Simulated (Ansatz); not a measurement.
Pressure against volume in Ca5GeN2

The structure comes from a proposed guess, relaxed at this level; another structure or a mixture of phases may lie lower.

All numbers below come from Ansatz, DFT PBE, scalar-relativistic, plane waves, PAW. Settings of the last relaxation (8-atom cell): 420 eV, 8×8×6 k points, Gaussian smearing of 0.10 eV, no spin polarisation.

```cif
data_structure
_symmetry_space_group_name_H-M 'Cmmm'
_symmetry_Int_Tables_number 65
_cell_length_a 4.9099
_cell_length_b 14.6665
_cell_length_c 4.8829
_cell_angle_alpha 90.000
_cell_angle_beta 90.000
_cell_angle_gamma 90.000
_cell_volume 351.62
loop_
_atom_site_label
_atom_site_type_symbol
_atom_site_symmetry_multiplicity
_atom_site_Wyckoff_symbol
_atom_site_fract_x
_atom_site_fract_y
_atom_site_fract_z
_atom_site_occupancy
Ca1 Ca 4 i 0.50000 0.17011 0.00000 1
Ca2 Ca 4 j 0.50000 0.36090 0.50000 1
Ca3 Ca 2 a 0.00000 0.00000 0.00000 1
Ge1 Ge 2 c 0.50000 0.00000 0.50000 1
N1 N 4 i 0.50000 0.33508 0.00000 1
```

The cell was set to several volumes, with shape and atoms relaxed at each where symmetry leaves them free. Pressure is positive in compression, and energies count from the lowest row. No row has a gap on its mesh.

```
row  V (Å³/atom)  P (GPa)  ΔE (meV/atom)
  1       19.339     8.54           63.1
  2       19.998        ?              ?
  3       20.658     3.63           14.2
  4       21.317     1.69            3.4
  5       21.976     0.00            0.0
  6       22.636    -1.43            3.0
  7       23.295    -2.66           11.5
  8       24.174    -4.03           30.0
```

Question: Find B = −V·ΔP/ΔV from rows 4 and 6 and from rows 1 and 3, and from the two its slope B′ and its value B0 at zero pressure.

Answer: Rows 4 and 6 give −(21.317 + 22.636)/2 × (-1.43 − (1.69))/(22.636 − 21.317) = 52.0 GPa at a mean pressure of 0.13 GPa. Rows 1 and 3 give −(19.339 + 20.658)/2 × (3.63 − (8.54))/(20.658 − 19.339) = 74.4 GPa at a mean pressure of 6.08 GPa. So B′ = (74.4 − 52.0)/(6.08 − (0.13)) = 3.76 and B0 = 52.0 − 3.76 × (0.13) = 51.5 GPa. A third-order Birch–Murnaghan fit to all the energies gives B0 = 51.5 GPa and B′ = 4.0.

Question: Estimate the pressure and energy of row 2.

Answer: From row 5, V0 = 21.976 × (1 + (0.00)/51.5) = 21.976 Å³/atom. Murnaghan's form P = (B0/B′)·[(V0/V)^B′ − 1] gives (51.5/3.76) × [(21.976/19.998)^3.76 − 1] = 5.83 GPa; the computed pressure is 5.90 GPa, so the estimate is off by -0.07 GPa. The work of compression from row 3, with the mean of the two pressures, gives ΔE = 14.2 + (5.83 + 3.63)/2 × (20.658 − 19.998)/160.2 × 1000 = 33.7 meV/atom (1 eV/Å³ = 160.2 GPa); the computed value is 33.6 meV/atom.

All volumes keep the k mesh of the relaxed cell. A later test with randomly moved atoms came back to the same energy, though modes that don't fit the test's cell weren't probed.
